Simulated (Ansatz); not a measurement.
Ansatz input

```yaml
crystal:
  lattice:
    - [-2.144266058, 2.495212145, 1.3062973577]
    - [2.495212145, -2.144266058, 1.3062973577]
    - [2.4692070931, 2.4692070931, -0.6635389566]
  atoms:
    - { symbol: Ir, position: [0.0220258606, 0.9779741394, 1.0] }
    - { symbol: Ir, position: [0.7279741394, 0.2720258606, 0.5] }
hamiltonian:
  xc: r2scan
  pseudopotentials:
    kind: paw_fr
    azcp:
      Ir: "pseudopotentials/Ir.paw.azcp"
basis:
  ecutwfc: 500
  fft_grid_basis: typed
kpoints:
  mp_grid: { grid: [13, 13, 9], shift: [0, 0, 0] }
magnetization:
  noncollinear: true
  spin_orbit: true
scf:
  occupations: { method: fermi_dirac, width: 0.1 }
```

and its output:

```
Warning: 4 symmetry operations that the atoms keep within the bar at which the run's group was sought (crystal.symmetry.tolerance 1.0e-5, or twice it) were not taken beside the 4 unitary ones that the detection took (of a slab, those that keep its plane). If the more symmetric cell is meant, write the vectors of crystal.lattice to more decimals, or, with the positions in fractional coordinates, give it by lengths and angles (which lays the cell in the standard orientation, to which the deck's other Cartesian keys then refer), with the lengths that are meant to be equal typed equal, the angles likewise, and each angle that the symmetry fixes typed at its exact value (of a frozen-density pass: in the run whose state it reads). The detection then takes those 4 too, where the atoms keep them as a group. The lattice (crystal.lattice as typed, or as saved on a frozen-density pass laid at its state's geometry) misses each of them by more than the tolerance, the farthest off changing a squared length by the fraction 9.3e-5. The run does not impose them: its cell is that one, or, where this deck is also told that its lattice was moved onto its group, that cell laid onto the operations that were taken. If the cell is strained on purpose, what lies past the tolerance is rightly left out.
Engine: ansatz 0.2.0, x86_64-unknown-linux-gnu
Pseudopotentials: kind: paw_fr
Pseudopotential: Ir, paw_fr, valence charge 17, recommended cutoff 500 eV (meta_gga) 
Functional definition: r2SCAN
  parameter k0 = 0.174
  parameter k1 = 0.065
  parameter a1 = 4.9479
  exchange = r2scan_x(k0 = k0, k1 = k1, a1 = a1)
  correlation = r2scan_c
non-collinear run that drives no moment, with spin-orbit: no starting moment large enough to seed its density (crystal.atoms[].spin), no starting occupations that ask for one, no magnetisation constraint and no magnetic field, so the semilocal B_xc is pinned to zero
Crystal: 2 atoms, lattice volume = 31.010 Å³
Basis set: ecut = 500 eV, 799 PW (Γ), exchange–correlation on 108×108×108 points (64 copies of the dense FFT grid, shifted against one another)
Bands: 42, of which v1, the nominal top of the filled ones, is band 34 counted from 1 (33 counted from 0)
Symmetry: 4 space group operations + 4 with time reversal
Magnetic group: BNS 15.86 (UNI 93), of the structure as read, at distance tolerance 3.1e-5 Å
k-points: 413 of 1521
Projection manifold: j_resolved (fully-relativistic pseudo-atomic orbitals)
Non-local potential: Ir, projectors of the file, l = 0: 3, l = 1: 4, l = 2: 4, l = 3: 2
PAW form: soft (Blöchl's): semilocal exchange-correlation on the pseudo side does not see the compensation charge
PAW frozen core: Ir, regenerated for the run's functional (the file was generated under x = pbe(κ = 0.804, μ = 0.2195149727645171), c = pbe(β = 0.06672455060314922))
PAW one-centre angular grid: Ir, 590 points (default); XC on 160 Gauss nodes
Initial density: superposition of atomic densities (chi_scale 0.1, normalization cell)
Initial wavefunctions: pseudopotential atomic-orbital guess
Functional: x = r2scan, c = r2scan; τ floored in thin density (d = 2e-4 eV/Å³)
iter 1 solved again at ethr=5.58e-4 eV; its pass at ethr=3.10e-3 eV (dr2=1.90e-1 eV) is discarded
SCF iter   1: F=—  HF=-23846.909778 eV  |F-HF|=—  |Δ(HF+E_count)|=         —  Δρ=3.47e-2  dr2=2.00e-1  dr2_τ=1.15e-2  dr2_m=0.00e0 (ungated)  ethr=5.58e-4  |M|=0.00e0 ∫|m|=0.00e0 μB  |m|>n=0.0e0 m-floor=0.0e0 τ_xc=0.0e0  β_m=0.30  ⟨swp⟩=1.1  Hψ=49187  notcnv=0
spin=Noncollinear: Kerker preconditioning applied to the charge; magnetization (m_x, m_y, m_z) channels mix plain (no charge-response kernel on spin).
SCF iter   2: F=—  HF=-23846.989540 eV  |F-HF|=—  |Δ(HF+E_count)|=   7.98e-2  Δρ=2.60e-2  dr2=1.04e-1  dr2_τ=1.89e-3  dr2_m=0.00e0 (ungated)  ethr=5.58e-4  |M|=0.00e0 ∫|m|=0.00e0 μB  |m|>n=0.0e0 m-floor=0.0e0 τ_xc=0.0e0  β_m=0.65  ⟨swp⟩=2.3  Hψ=12236  notcnv=0
SCF iter   3: F=—  HF=-23847.010173 eV  |F-HF|=—  |Δ(HF+E_count)|=   2.06e-2  Δρ=4.90e-3  dr2=5.82e-3  dr2_τ=2.14e-4  dr2_m=0.00e0 (ungated)  ethr=3.04e-4  |M|=0.00e0 ∫|m|=0.00e0 μB  |m|>n=0.0e0 m-floor=0.0e0 τ_xc=0.0e0  β_m=0.75  ⟨swp⟩=2.0  Hψ=14119  notcnv=0
SCF iter   4: F=—  HF=-23847.012153 eV  |F-HF|=—  |Δ(HF+E_count)|=   1.98e-3  Δρ=1.50e-3  dr2=6.60e-4  dr2_τ=7.30e-6  dr2_m=0.00e0 (ungated)  ethr=1.71e-5  |M|=0.00e0 ∫|m|=0.00e0 μB  |m|>n=0.0e0 m-floor=0.0e0 τ_xc=0.0e0  β_m=0.87  ⟨swp⟩=2.1  Hψ=12829  notcnv=0
SCF iter   5: F=—  HF=-23847.012325 eV  |F-HF|=—  |Δ(HF+E_count)|=   1.72e-4  Δρ=3.94e-4  dr2=4.48e-5  dr2_τ=5.47e-7  dr2_m=0.00e0 (ungated)  ethr=1.94e-6  |M|=0.00e0 ∫|m|=0.00e0 μB  |m|>n=0.0e0 m-floor=0.0e0 τ_xc=0.0e0  β_m=0.94  ⟨swp⟩=2.1  Hψ=12241  notcnv=0
SCF iter   6: F=—  HF=-23847.012363 eV  |F-HF|=—  |Δ(HF+E_count)|=   3.75e-5  Δρ=1.03e-4  dr2=2.97e-6  dr2_τ=5.38e-8  dr2_m=0.00e0 (ungated)  ethr=1.32e-7  |M|=0.00e0 ∫|m|=0.00e0 μB  |m|>n=0.0e0 m-floor=0.0e0 τ_xc=0.0e0  β_m=0.97  ⟨swp⟩=2.0  Hψ=12424  notcnv=0
SCF iter   7: F=-23847.012366 eV  HF=-23847.012365 eV  |F-HF|=5.62e-8  |Δ(HF+E_count)|=   2.89e-6  Δρ=2.00e-5  dr2=7.42e-8  dr2_τ=2.33e-9  dr2_m=0.00e0 (ungated)  ethr=2.94e-10  |M|=0.00e0 ∫|m|=0.00e0 μB  |m|>n=0.0e0 m-floor=0.0e0 τ_xc=0.0e0  ⟨swp⟩=1.9  Hψ=26670  notcnv=0
SCF 1 converged in 7 iterations: F = -23847.012366 eV  dr2 = 7.42e-8
SCF converged after 7 iterations
Magnetization: |M| = 0.0000 μB,  M = (+0.0000, +0.0000, +0.0000) μB
Absolute magnetization: 0.0000 μB (∫|m|)
  site 0: m = (+0.0000, +0.0000, +0.0000) μB, |m| = 0.0000 μB  (R = 1.07 Å)
  site 1: m = (+0.0000, +0.0000, +0.0000) μB, |m| = 0.0000 μB  (R = 1.07 Å)
Free energy (F): -23847.012366 eV
Harris-Foulkes:  -23847.012365 eV  (|F-HF|=5.62e-8)
Internal energy: -23846.948794 eV  (E = F + TS)
E sigma→0 (E₀):  -23846.980580 eV
Entropy (-TS):   -0.063572 eV (-31.786 meV/atom)
Fermi energy:    22.538223 eV
--- Per-component energies (eV) ---
  E_band       = -294.207753
  E_kinetic    = 1244.743665
  E_local      = -2457.627055  (includes V_loc(G=0)·N_el)
  E_nonlocal   = 133.131734
  E_hartree    = 941.688615
  E_xc         = -509.480104
  E_vxc        = -665.102759  (∫ρ·V_xc dr)
  E_paw        = -18437.216693  (= ΣΔE_a)
  E_vpaw       = -474.053346  (= ΣTr[D̂ρ^β])
  E_aug_tail   = -0.000034  (compensation charges beyond the density's cutoff)
  E_vtau       = 41.331596  (kinetic-family band-sum trace: ∫τ·v_τ [+ j·A + Jᵃ·Aᵃ] dr)
  E_ewald      = -4761.521980
  E_core_change = -0.666941  (= ΣΔE_core)
  E_smearing   = -0.063572  (= −TS)
  E_closure    = -0.000000  (closes the sum)
  Σ components = -23847.012366   (vs F -23847.012366, Δ=0.00e0)
```

Launched by

```sh
ansatz run input.yaml --threads 1 --pin off --max-ram 3584MiB --backend cpu --events-out ev --progress --plain --runs-dir out
```

On 1 thread of Intel(R) Xeon(R) Platinum 8259CL CPU @ 2.50GHz (Skylake/Cascade Lake) (shared host) this took about 180 s of wall time and 180 s of CPU time.
